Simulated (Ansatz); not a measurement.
LaScO₃:
```xyz
20
Lattice="5.8353 0.0000 0.0000 0.0000 8.1434 0.0000 0.0000 0.0000 5.6979" Properties=species:S:1:pos:R:3 pbc="T T T"
La     5.5684     2.0359     0.0675
La     0.2669     6.1076     5.6304
La     3.1846     6.1076     2.9164
La     2.6507     2.0359     2.7815
O      1.7312     7.7050     4.0086
O      4.1041     3.6333     1.6893
O      1.1865     0.4384     1.1596
O      4.6488     4.5101     4.5383
O      4.1041     0.4384     1.6893
O      1.7312     4.5101     4.0086
O      4.6488     7.7050     4.5383
O      1.1865     3.6333     1.1596
Sc     2.9176     0.0000     0.0000
Sc     2.9176     4.0717     0.0000
Sc     0.0000     0.0000     2.8490
Sc     0.0000     4.0717     2.8490
O      3.1221     2.0359     5.1218
O      2.7132     6.1076     0.5762
O      5.6308     6.1076     2.2728
O      0.2045     2.0359     3.4251
```

The program Ansatz at the PBE level (PAW) gives a gap of 3.92 eV without spin–orbit coupling, maximum at Γ, minimum at Γ.

Question: What happens when spin–orbit coupling is switched on?

Answer: The gap drops by 0.02 eV, to 3.90 eV; maximum at Γ, minimum at Γ.

Question: Give the electron effective mass with spin–orbit coupling.

Answer: 1.0, 1.3, 2.0 mₑ (principal values).

Question: Give the hole effective mass with spin–orbit coupling.

Answer: 0.62 along x, 1.0 along y (mₑ).

Space group Pnma. The cell was relaxed with PBE under the symmetry of its start. The run is not spin-polarised.

Potentials: the later of the program's two PAW sets.
